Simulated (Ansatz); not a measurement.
Method: Ansatz, DFT, BLYP, plane waves (420 eV) with PAW, scalar-relativistic. (PAW data from PBE, frozen cores regenerated.)

An element in the omega (AlB2-type) structure gives this curve. The cell is scaled uniformly from the relaxed one, with fractional coordinates and shape fixed. Energies are extrapolated to zero smearing, pressures are those at the given smearing. Magnetic state: spin not included.

```
V (Å³/atom)  E − E₀ (meV/atom)  P (GPa)
      7.132               49.2    17.81
      7.457               20.5    10.80
      7.781                4.8     4.95
      8.105                0.0     0.06
      8.429                4.2    -4.05
      8.753               16.1    -7.51
      9.078               34.4   -10.41
```

Which element is it?
A. nickel
B. beryllium
C. chromium
D. vanadium

B. Its fit is V₀ = 8.11 Å³/atom, B₀ = 112 GPa, B₀′ = 3.4.
